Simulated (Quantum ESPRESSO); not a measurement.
# Ge7: input and log of a self-consistent run

Computed values, not a measurement. The program is pw.x of Quantum ESPRESSO 7.5 (plane-wave density functional theory). The cell is made up: 7 atoms on a zincblende/diamond lattice with one site empty, with randomly drawn elements, strain and displacements, not relaxed. PseudoDojo standard norm-conserving files (v0.5 for PBE, v0.4.1 for LDA and PBEsol) set the functional; there is no spin polarisation, spin-orbit coupling or dispersion term, and the masses in the input are unused placeholders. A spin-polarised start on this cell or one of its family kept no moment.

Input:

```
&control calculation='scf', pseudo_dir='./dojo.nc.sr.pbe.v0_5.standard.upf', outdir='./o', disk_io='low', tprnfor=.true., tstress=.true. /
&system ibrav=0, nat=7, ntyp=1, nbnd=59, ecutwfc=77.98206166, nosym=.true., tot_charge=0,
 occupations='smearing', smearing='fd', degauss=0.0073498644
/
&electrons conv_thr=7.350e-09, electron_maxstep=60, /
ATOMIC_SPECIES
Ge 1.0 Ge.upf
CELL_PARAMETERS angstrom
5.6175 0.0401 -0.0074
0.0401 5.7044 -0.0012
-0.0074 -0.0012 5.6159
ATOMIC_POSITIONS angstrom
Ge -0.0226 -0.0009 0.0713
Ge 0.0682 2.8454 2.7474
Ge 2.7905 0.0849 2.8218
Ge 2.8496 2.853 0.0739
Ge 1.4637 4.3069 4.102
Ge 4.2083 1.3929 4.1866
Ge 4.2692 4.3315 1.3642
K_POINTS automatic
6 6 6 1 1 1
```

The log is shortened where brackets say so; the opening notice, blank lines, dates and the lines on written files are dropped, and the path of the files is cut. It prints rydbergs, bohrs and kilobars, and counts compression as positive stress.

```
     Program PWSCF v.7.5
     Parallel version (MPI & OpenMP), running on       4 processor cores
     Number of MPI processes:                 4
     Threads/MPI process:                     1
     [start-up lines left out]
     bravais-lattice index     =            0
     lattice parameter (alat)  =      10.6158  a.u.
     unit-cell volume          =    1214.3572 (a.u.)^3
     number of atoms/cell      =            7
     number of atomic types    =            1
     number of electrons       =        98.00
     number of Kohn-Sham states=           59
     kinetic-energy cutoff     =      77.9821  Ry
     charge density cutoff     =     311.9282  Ry
     scf convergence threshold =      7.3E-09
     mixing beta               =       0.7000
     number of iterations used =            8  plain     mixing
     Exchange-correlation= PBE
                           (   1   4   3   4   0   0   0)
     [axes and pseudopotential details left out]
   Cartesian axes
     site n.     atom                  positions (alat units)
         1        Ge     tau(   1) = (  -0.0040230  -0.0001602   0.0126921  )
         2        Ge     tau(   2) = (   0.0121403   0.5065109   0.4890659  )
         3        Ge     tau(   3) = (   0.4967381   0.0151131   0.5023099  )
         4        Ge     tau(   4) = (   0.5072586   0.5078638   0.0131550  )
         5        Ge     tau(   5) = (   0.2605539   0.7666732   0.7301988  )
         6        Ge     tau(   6) = (   0.7491213   0.2479507   0.7452585  )
         7        Ge     tau(   7) = (   0.7599622   0.7710522   0.2428418  )
     number of k points=   108  Fermi-Dirac smearing, width (Ry)=  0.0073
     Number of k-points >= 100: set verbosity='high' to print them.
     Dense  grid:   112981 G-vectors     FFT dimensions: (  60,  64,  60)
     Estimated max dynamical RAM per process >     498.95 MB
     Estimated total dynamical RAM >       1.87 GB
     Initial potential from superposition of free atoms
     starting charge      97.9942, renormalised to      98.0000
     Starting wfcs are   63 randomized atomic wfcs
     total cpu time spent up to now is       10.0 secs
     per-process dynamical memory:   441.7 Mb
     Self-consistent Calculation
     iteration #  1     ecut=    77.98 Ry     beta= 0.70
     Davidson diagonalization with overlap
     ethr =  1.00E-02,  avg # of iterations =  3.0
     Threshold (ethr) on eigenvalues was too large:
     Diagonalizing with lowered threshold
     Davidson diagonalization with overlap
     ethr =  9.08E-05,  avg # of iterations =  7.5
     total cpu time spent up to now is       65.3 secs
     total energy              =   -1250.31167148 Ry
     estimated scf accuracy    <       0.10225246 Ry
     iteration #  2     ecut=    77.98 Ry     beta= 0.70
     Davidson diagonalization with overlap
     ethr =  1.04E-04,  avg # of iterations =  2.0
     total cpu time spent up to now is       83.4 secs
     total energy              =   -1250.31715390 Ry
     estimated scf accuracy    <       0.02817483 Ry
     iteration #  3     ecut=    77.98 Ry     beta= 0.70
     Davidson diagonalization with overlap
     ethr =  2.87E-05,  avg # of iterations =  2.1
     total cpu time spent up to now is      104.2 secs
     total energy              =   -1250.32498830 Ry
     estimated scf accuracy    <       0.00910896 Ry
     iteration #  4     ecut=    77.98 Ry     beta= 0.70
     Davidson diagonalization with overlap
     ethr =  9.29E-06,  avg # of iterations =  2.3
     total cpu time spent up to now is      122.0 secs
     total energy              =   -1250.32648764 Ry
     estimated scf accuracy    <       0.00141123 Ry
     iteration #  5     ecut=    77.98 Ry     beta= 0.70
     Davidson diagonalization with overlap
     ethr =  1.44E-06,  avg # of iterations =  4.8
     total cpu time spent up to now is      145.8 secs
     total energy              =   -1250.32682399 Ry
     estimated scf accuracy    <       0.00010889 Ry
     iteration #  6     ecut=    77.98 Ry     beta= 0.70
     Davidson diagonalization with overlap
     ethr =  1.11E-07,  avg # of iterations =  2.2
     total cpu time spent up to now is      166.8 secs
     total energy              =   -1250.32684274 Ry
     estimated scf accuracy    <       0.00001244 Ry
     iteration #  7     ecut=    77.98 Ry     beta= 0.70
     Davidson diagonalization with overlap
     ethr =  1.27E-08,  avg # of iterations =  3.4
     total cpu time spent up to now is      188.9 secs
     total energy              =   -1250.32684594 Ry
     estimated scf accuracy    <       0.00000303 Ry
     iteration #  8     ecut=    77.98 Ry     beta= 0.70
     Davidson diagonalization with overlap
     ethr =  3.09E-09,  avg # of iterations =  2.0
     total cpu time spent up to now is      206.0 secs
     total energy              =   -1250.32684655 Ry
     estimated scf accuracy    <       0.00000018 Ry
     iteration #  9     ecut=    77.98 Ry     beta= 0.70
     Davidson diagonalization with overlap
     ethr =  1.86E-10,  avg # of iterations =  3.5
     total cpu time spent up to now is      226.4 secs
     total energy              =   -1250.32684659 Ry
     estimated scf accuracy    <       0.00000008 Ry
     iteration # 10     ecut=    77.98 Ry     beta= 0.70
     Davidson diagonalization with overlap
     ethr =  8.15E-11,  avg # of iterations =  2.0
     total cpu time spent up to now is      243.3 secs
     End of self-consistent calculation
     Number of k-points >= 100: set verbosity='high' to print the bands.
     the Fermi energy is     7.7521 ev
!    total energy              =   -1250.32684661 Ry
     estimated scf accuracy    <          5.7E-09 Ry
     smearing contrib. (-TS)   =      -0.00528209 Ry
     internal energy E=F+TS    =   -1250.32156452 Ry
     The total energy is F=E-TS. E is the sum of the following terms:
     one-electron contribution =    -712.20281564 Ry
     hartree contribution      =     416.85632818 Ry
     xc contribution           =    -305.22408059 Ry
     ewald contribution        =    -649.75099648 Ry
     convergence has been achieved in  10 iterations
     Forces acting on atoms (cartesian axes, Ry/au):
     atom    1 type  1   force =     0.04406031    0.01304878   -0.02569963
     atom    2 type  1   force =     0.00015727   -0.02648505   -0.00304578
     atom    3 type  1   force =    -0.00915001   -0.00419707   -0.04731659
     atom    4 type  1   force =    -0.02540493   -0.00721443   -0.01796277
     atom    5 type  1   force =    -0.00960794   -0.00917514    0.04906684
     atom    6 type  1   force =     0.02065631    0.03876273    0.01703980
     atom    7 type  1   force =    -0.02071102   -0.00473982    0.02791814
     Total force =     0.113480     Total SCF correction =     0.000460
     Computing stress (Cartesian axis) and pressure
          total   stress  (Ry/bohr**3)                   (kbar)     P=       10.97
   0.00011388   0.00012470   0.00007674           16.75       18.34       11.29
   0.00012470   0.00005816  -0.00002050           18.34        8.56       -3.02
   0.00007674  -0.00002050   0.00005164           11.29       -3.02        7.60
     init_run     :      7.50s CPU      7.90s WALL (       1 calls)
     electrons    :    231.43s CPU    233.34s WALL (       1 calls)
     forces       :      2.85s CPU      2.87s WALL (       1 calls)
     stress       :     10.12s CPU     10.12s WALL (       1 calls)
     [timing details left out]
     PWSCF        :   4m14.10s CPU   4m16.58s WALL
     JOB DONE.
```

In other units: free energy -17011.563 eV for the cell, pressure 1.10 GPa, largest force component 1.262 eV/Å. A rerun of this cell at 1347 eV and a 8 x 8 x 8 mesh moved values by no more than 0.006 eV in energy, 0.02 GPa in stress and 0.005 eV/Å in force.